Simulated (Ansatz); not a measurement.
# Li3LaBi2: La interstitial

Level of theory: PBEsol, no spin polarisation, scalar-relativistic; Ansatz, plane waves to 420 eV (PAW set soft_2), k-mesh 3×3×3.

The relaxed host crystal (Kohn–Sham gap 0.31 eV on this mesh):

```
Li La Bi
1.0
     4.68874    0.00000    0.00000
    -2.34437    4.06057    0.00000
     0.00000    0.00000    7.46279
Li La Bi
3 1 2
Direct
  0.33333 0.66667 0.64526
  0.66667 0.33333 0.35474
  0.00000 0.00000 0.50000
  0.00000 0.00000 0.00000
  0.33333 0.66667 0.25476
  0.66667 0.33333 0.74524
```

Supercell of 18 atoms, rows of the matrix [[0,0,-1],[1,2,0],[1,-1,0]] times the cell vectors; La interstitial at (0.100, 0.550, 0.969) in fractions of the cell above. Atoms are relaxed at the host's cell, from a start shaken by 0.05 Å near the defect.

The largest move of an atom from its ideal place is 3.0 Å, so the cell rearranged and didn't merely relax.

```tsv
charge	gap of the cell on the mesh (eV)
0	0.00
```

The host's gap is narrow at this level, and the cell is left with a partly filled band, so the electrons or holes that the defect brings lie in a band of the host and aren't shown to be bound to it.

No formation energy is given, since most atoms moved, by that rearrangement or by a distortion of the host itself.

Caveats: the run had no spin, so the odd electron couldn't take a moment, and a state with one unpaired electron may lie lower; most atoms moved far, the host may distort by itself; small supercell, so energies and levels can be off by tenths of an eV; one random start near the defect, so other minima are possible.
